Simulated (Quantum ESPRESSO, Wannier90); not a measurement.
## Wannier functions of TaSi2 (P6₄22)

Materials Project entry mp-11192; symmetrised, unrelaxed at this level. COD (Crystallography Open Database) has the formula in 2 space groups, this one among them (matched by group alone). Computed values, not measurements, from LDA: Quantum ESPRESSO (norm-conserving PseudoDojo potentials, cutoff 47 Ry, no spin polarisation, no spin-orbit coupling) on a Γ-centred 4×4×4 mesh, then Wannier90. Density: 12×12×6 mesh, cold smearing 0.01 Ry. Spin-orbit coupling is left out although heavy elements are present.

On the energy scale of pw.x, whose zero is arbitrary, the Fermi level lies at 14.87 eV.

Input w.win:

```
num_bands = 9
num_wann = 9
exclude_bands = 1-3,13-85
num_iter = 1000
conv_tol = 1.0e-6
conv_window = 4
write_hr = true
write_u_matrices = true
auto_projections = true
begin unit_cell_cart
ang
    4.7837901445    0.0000000000    0.0000000000
   -2.3918950722    4.1428837915    0.0000000000
    0.0000000000    0.0000000000    6.5528100000
end unit_cell_cart
begin atoms_frac
Ta   0.0000000000  0.5000000000  0.3333333333
Ta   0.5000000000  0.0000000000  0.0000000000
Ta   0.5000000000  0.5000000000 -0.3333333333
Si  -0.1583900000 -0.3167800000  0.0000000000
Si   0.1583900000 -0.1583900000 -0.3333333333
Si   0.3167800000  0.1583900000  0.3333333333
Si   0.1583900000  0.3167800000  0.0000000000
Si  -0.1583900000  0.1583900000 -0.3333333333
Si  -0.3167800000 -0.1583900000  0.3333333333
end atoms_frac
mp_grid = 4 4 4
begin kpoints
0.0000000000 0.0000000000 0.0000000000
0.0000000000 0.0000000000 0.2500000000
0.0000000000 0.0000000000 0.5000000000
... (61 more lines: the 4x4x4 mesh through Gamma)
end kpoints
```

Input of pw2wannier90.x that gives the overlap and projection files (equivalent; here they were cut from one run over all bands):

```
&inputpp
  outdir = './out'
  prefix = 'pwscf'
  seedname = 'w'
  write_amn = .true.
  write_mmn = .true.
  atom_proj = .true.
  atom_proj_exclude = 1 5 6 7 8 9 10 11 15 16 17 18 19 20 21 25 26 27 28 29 30 31 32 33 34 35 36 37 38 39 40 41 42 43 44 45 46 47 48 49 50 51 52 53 54
/
```

Output w.wout (banner and timings cut):

```
                                    ------
                                    SYSTEM
                                    ------

                              Lattice Vectors (Ang)
                    a_1     4.783790   0.000000   0.000000
                    a_2    -2.391895   4.142884   0.000000
                    a_3     0.000000   0.000000   6.552810

                   Unit Cell Volume:     129.86809  (Ang^3)

                        Reciprocal-Space Vectors (Ang^-1)
                    b_1     1.313432   0.758311  -0.000000
                    b_2     0.000000   1.516621   0.000000
                    b_3     0.000000  -0.000000   0.958854

 *----------------------------------------------------------------------------*
 |   Site       Fractional Coordinate          Cartesian Coordinate (Ang)     |
 +----------------------------------------------------------------------------+
 | ta   1  -0.00000   0.50000   0.33333   |   -1.19595   2.07144   2.18427    |
 | ta   2   0.50000   0.00000   0.00000   |    2.39190   0.00000   0.00000    |
 | ta   3   0.50000   0.50000  -0.33333   |    1.19595   2.07144  -2.18427    |
 | si   1  -0.15839  -0.31678   0.00000   |   -0.00000  -1.31238   0.00000    |
 | si   2   0.15839  -0.15839  -0.33333   |    1.13656  -0.65619  -2.18427    |
 | si   3   0.31678   0.15839   0.33333   |    1.13656   0.65619   2.18427    |
 | si   4   0.15839   0.31678   0.00000   |    0.00000   1.31238   0.00000    |
 | si   5  -0.15839   0.15839  -0.33333   |   -1.13656   0.65619  -2.18427    |
 | si   6  -0.31678  -0.15839   0.33333   |   -1.13656  -0.65619   2.18427    |
 *----------------------------------------------------------------------------*
                                ------------
                                K-POINT GRID
                                ------------

             Grid size =  4 x  4 x  4      Total points =   64

 *---------------------------------- MAIN ------------------------------------*
 |  Number of Wannier Functions               :                 9             |
 |  Number of Objective Wannier Functions     :                 9             |
 |  Number of input Bloch states              :                 9             |
 |  Output verbosity (1=low, 5=high)          :                 1             |
 |  Timing Level (1=low, 5=high)              :                 1             |
 |  Optimisation (0=memory, 3=speed)          :                 3             |
 |  Length Unit                               :               Ang             |
 |  Post-processing setup (write *.nnkp)      :                 F             |
 |  Using Gamma-only branch of algorithms     :                 F             |
 *----------------------------------------------------------------------------*
 *------------------------------- WANNIERISE ---------------------------------*
 |  Total number of iterations                :              1000             |
 |  Number of CG steps before reset           :                 5             |
 |  Trial step length for line search         :             2.000             |
 |  Convergence tolerence                     :         0.100E-05             |
 |  Convergence window                        :                 4             |
 |  Iterations between writing output         :                 1             |
 |  Iterations between backing up to disk     :               100             |
 |  Write r^2_nm to file                      :                 F             |
 |  Write xyz WF centres to file              :                 F             |
 |  Write on-site energies <0n|H|0n> to file  :                 F             |
 |  Use guiding centre to control phases      :                 F             |
 |  Use phases for initial projections        :                 F             |
 *----------------------------------------------------------------------------*
 *-------------------------------- PLOTTING ----------------------------------*
 |  Plotting Hamiltonian in WF basis          :                 T             |
 *----------------------------------------------------------------------------*

       ... (k-mesh section left out)

 Starting a new Wannier90 calculation ...

 Reading overlaps from w.mmn

 Reading projections from w.amn

 *------------------------------- WANNIERISE ---------------------------------*
 +--------------------------------------------------------------------+<-- CONV
 | Iter  Delta Spread     RMS Gradient      Spread (Ang^2)            |<-- CONV
 +--------------------------------------------------------------------+<-- CONV

 ------------------------------------------------------------------------------
 Initial State
  WF centre and spread    1  ( -1.195948,  2.071442,  2.184270 )     0.54625938
  WF centre and spread    2  ( -1.195948,  2.071442,  2.183134 )     0.54046747
  WF centre and spread    3  ( -1.195948,  2.071442,  2.185406 )     0.54256996
  WF centre and spread    4  (  2.391895, -0.000000, -0.000000 )     0.54625938
  WF centre and spread    5  (  2.391895, -0.000000,  0.000000 )     0.54362386
  WF centre and spread    6  (  2.391895, -0.000000,  0.000000 )     0.53941886
  WF centre and spread    7  (  1.195948,  2.071442, -2.184270 )     0.54625938
  WF centre and spread    8  (  1.195948,  2.071442, -2.183134 )     0.54046747
  WF centre and spread    9  (  1.195948,  2.071442, -2.185406 )     0.54256996
  Sum of centres and spreads (  7.175685, 12.428651,  0.000000 )     4.88789573

      0     0.489E+01     0.0000000000        4.8878957341  <-- CONV
        O_D=      0.0000000 O_OD=      0.0026385 O_TOT=      4.8878957 <-- SPRD
 ------------------------------------------------------------------------------
      1    -0.122E-07     0.0000912288        4.8878957218  <-- CONV
        O_D=      0.0000000 O_OD=      0.0026385 O_TOT=      4.8878957 <-- SPRD
      2    -0.565E-09     0.0000325797        4.8878957213  <-- CONV
        O_D=      0.0000000 O_OD=      0.0026385 O_TOT=      4.8878957 <-- SPRD
      3    -0.658E-10     0.0000152463        4.8878957212  <-- CONV
        O_D=      0.0000000 O_OD=      0.0026385 O_TOT=      4.8878957 <-- SPRD
      4    -0.243E-10     0.0000079094        4.8878957212  <-- CONV
        O_D=      0.0000000 O_OD=      0.0026385 O_TOT=      4.8878957 <-- SPRD
             <<<     Delta < 1.000E-06  over  4 iterations     >>>
             <<< Wannierisation convergence criteria satisfied >>>
 Final State
  WF centre and spread    1  ( -1.195948,  2.071442,  2.184270 )     0.54625898
  WF centre and spread    2  ( -1.195948,  2.071442,  2.183134 )     0.54046773
  WF centre and spread    3  ( -1.195948,  2.071442,  2.185406 )     0.54257010
  WF centre and spread    4  (  2.391895, -0.000000, -0.000000 )     0.54625901
  WF centre and spread    5  (  2.391895, -0.000000,  0.000000 )     0.54362389
  WF centre and spread    6  (  2.391895, -0.000000,  0.000000 )     0.53941921
  WF centre and spread    7  (  1.195948,  2.071442, -2.184270 )     0.54625898
  WF centre and spread    8  (  1.195948,  2.071442, -2.183134 )     0.54046773
  WF centre and spread    9  (  1.195948,  2.071442, -2.185406 )     0.54257010
  Sum of centres and spreads (  7.175685, 12.428651,  0.000000 )     4.88789572

         Spreads (Ang^2)       Omega I      =     4.885257266
        ================       Omega D      =     0.000000002
                               Omega OD     =     0.002638453
    Final Spread (Ang^2)       Omega Total  =     4.887895721
```
